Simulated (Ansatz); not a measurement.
Ba4Sb2O:
```yaml
crystal:
  lattice:
    - [-2.60148, 2.60148, 9.03767]
    - [2.60148, -2.60148, 9.03767]
    - [2.60148, 2.60148, -9.03767]
  atoms:
    - { symbol: Ba, position: [0.67048, 0.67048, 0.00000] }
    - { symbol: Ba, position: [0.32952, 0.32952, 0.00000] }
    - { symbol: Ba, position: [0.50000, 0.00000, 0.50000] }
    - { symbol: Ba, position: [0.00000, 0.50000, 0.50000] }
    - { symbol: Sb, position: [0.86248, 0.86248, 0.00000] }
    - { symbol: Sb, position: [0.13752, 0.13752, 0.00000] }
    - { symbol: O, position: [0.50000, 0.50000, 0.00000] }
```

Relaxed with PBEsol.

Q: Give the Bader charges and basin volumes of the independent atoms, plane-wave PAW PBEsol (Ansatz code).

A: 

```
atom  Bader charge (e)  Bader volume (Å³)
----  ----------------  -----------------
Ba1              +1.25               32.2
Ba3              +1.21               26.6
Sb5              -1.75               55.3
O7               -1.42               16.4
```

Space group I4/mmm. The first step of the workflow began from a Materials Project structure, measured or hypothetical; the Crystallography Open Database files this formula in space group No. 139, but the cells were not matched. Whether it is the stable phase at ambient conditions was not checked. The PBEsol relaxation kept the symmetry of its start; whether a distortion lowers the energy is not shown. Spin–orbit coupling is left out wherever it is not named.

Potentials: the later of the program's two PAW sets.
